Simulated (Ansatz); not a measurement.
Values for one crystal, relaxed and computed with DFT-HSE06 in the program Ansatz with PAW potentials; other levels are named.

| Quantity | Result |
|---|---|
| Volume per atom | 19.43 Å³ |
| Band gap | 4.85 eV (indirect) |
| Valence-band maximum | at L |
| Smallest direct gap on the standard path | 5.12 eV |
| Conduction-band minimum | at Γ |

Q: Pick the material that matches.
A. NaTl2MoF6, Fm-3m (Na on 4b, Tl on 8c, Mo on 4a, F on 24e)
B. Cs2ScAgCl6, Fm-3m (Cs on 8c, Sc on 4a, Ag on 4b, Cl on 24e)
C. Rb2YAgF6, Fm-3m (Rb on 8c, Y on 4b, Ag on 4a, F on 24e)
D. Cs2KScF6, Fm-3m (K on 4b, Cs on 8c, Sc on 4a, F on 24e)

A: C, Rb2YAgF6, Fm-3m (Rb on 8c, Y on 4b, Ag on 4a, F on 24e)

The first step of the workflow began from a Materials Project structure, measured or hypothetical; the Crystallography Open Database copy checked does not list it. Whether it is the stable phase at ambient conditions was not checked. Symmetry was held in the HSE06 relaxation; its stability against distortions is not shown here. The run is not spin-polarised. The hybrid was solved on a coarse mesh, the path and, where they were found, the r²SCAN edge points; its band edges are the extreme levels among these. Spin–orbit coupling is left out wherever it is not named.

Potentials: the later of the program's two PAW sets.
